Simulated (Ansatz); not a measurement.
Relaxed-ion elastic tensor of Be (hcp (Mg type), P6_3/mmc) in GPa (Voigt order), r²SCAN (plane waves, PAW; program Ansatz); density 1.89 g/cm³, 7.91 Å³ per atom.

```
 330  25.2   3.4   0.0   0.0   0.0
25.2   330   3.4   0.0   0.0   0.0
 3.4   3.4   399   0.0   0.0   0.0
 0.0   0.0   0.0   175   0.0   0.0
 0.0   0.0   0.0   0.0   175   0.0
 0.0   0.0   0.0   0.0   0.0   152
```

Question: Is the crystal mechanically stable?

Answer: Yes: the smallest eigenvalue of C is 152 GPa.

Question: Work out the Voigt, Reuss and Hill averages.

Answer: K_V = 125, K_R = 124, K_H = 125; G_V = 169, G_R = 167, G_H = 168 GPa.

Question: Give Young's modulus, Poisson's ratio, Pugh's ratio and the universal anisotropy index.

Answer: E = 9KG/(3K + G) = 348 GPa; ν = 0.03; K/G = 0.74 (brittle by the Pugh limit of 1.75); A_U = 5G_V/G_R + K_V/K_R − 6 = 0.04.

Question: Estimate the sound speeds and the Debye temperature.

Answer: v_l = √((K + 4G/3)/ρ) = 13600 m/s, v_t = √(G/ρ) = 9430 m/s, mean 10200 m/s; Θ = (h/k)(3n/4πV)^(1/3) v_m = 1530 K.

Question: Solve the Christoffel equation for the three sound speeds along x, y, z.

Answer: Eigenvalues of C_ijkl n_j n_l equal ρv². In km/s, slowest first: x 8.97, 9.61, 13.20; y 8.97, 9.61, 13.20; z 9.61, 9.61, 14.52.

Question: How much does each axis shrink under pressure?

Answer: Linear compressibilities β_i = Σ_j S_ij (j = 1 to 3): x 2.8, y 2.8, z 2.5 per TPa.

Symmetry was held in the r²SCAN relaxation; phonons on a q-mesh show no instability. As this level gives no gap, shear constants depend on the k-mesh and smearing (Fermi–Dirac, 0.1 eV here).

Potentials: the later of the program's two PAW sets.
